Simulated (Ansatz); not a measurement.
A generator proposed this cell of SnBi3O.

```xyz
5
Lattice="5.0747 0.0000 0.0000 -2.5374 4.3949 0.0000 0.0000 0.0000 5.7083" Properties=species:S:1:pos:R:3 pbc="T T T"
Sn    0.0000    0.0000    2.8541
Bi    2.3547    0.0000    2.8541
Bi   -1.1774    2.0392    2.8541
Bi    1.3600    2.3556    2.8541
O     0.0000    0.0000    0.0000
```

Method: DFT PBE, scalar-relativistic, plane waves, PAW (Ansatz 0.2.0). Settings: cutoff 420 eV, Γ-centred mesh 6×6×4 on the computed 5-atom cell, Gaussian smearing of 0.10 eV; no spin polarisation.

Formation energies are uncorrected and refer to the elements' standard structures at the same level (O₂ as a molecule). The references include grey tin.

Task: How far from equilibrium is it?

Result: The pressure is 78.3 GPa (the mean over three directions, positive in compression), the largest force is 2.22 eV/Å, and the energy is +4.35 eV/atom against the elements. The shortest distance is 2.35 Å.

Task: Is it a good guess?

Result: A poor one: relaxing gains about 4.4 eV/atom (the start's value is from the coarse mesh, so the gain is rough) in 23 ionic steps and ends at −0.01 eV/atom on the finer mesh. The symmetry goes from P-62m (No. 189) to P6/mmm (No. 191). The volume per atom grows by 20.6 %, from 25.5 to 30.7 Å³. The shortest distance goes from 2.35 Å (Sn–Bi) to 1.95 Å (Sn–O). Conventional cell: a = 6.737 Å, c = 3.906 Å. Sn is surrounded by 2 O at 1.95 Å and 6 Bi at 3.37 Å; around Bi lie 2 Sn at 3.37 Å, 4 Bi at 3.37 Å, 4 O at 3.89 Å and 2 Bi at 3.91 Å; O has 2 Sn at 1.95 Å, 12 Bi at 3.89 Å and 2 O at 3.91 Å.

The last run used a 6×6×10 mesh (in the run's order of axes) for its 5-atom cell and Gaussian smearing of 0.10 eV. For metals, differences of a few meV/atom aren't resolved. Spin–orbit coupling, which can matter for Bi, is left out. The cell is a metal run without spin; a magnetic state may lie lower. The relaxation can't lower the symmetry of the start, and the grade says only how near the guess is to its own end. Symmetry constrained the relaxation, so the result can be a saddle point. Another cell of SnBi3O relaxed alike, in Pm-3m, lies 89 meV/atom lower, so this cell isn't the stable form at this level.
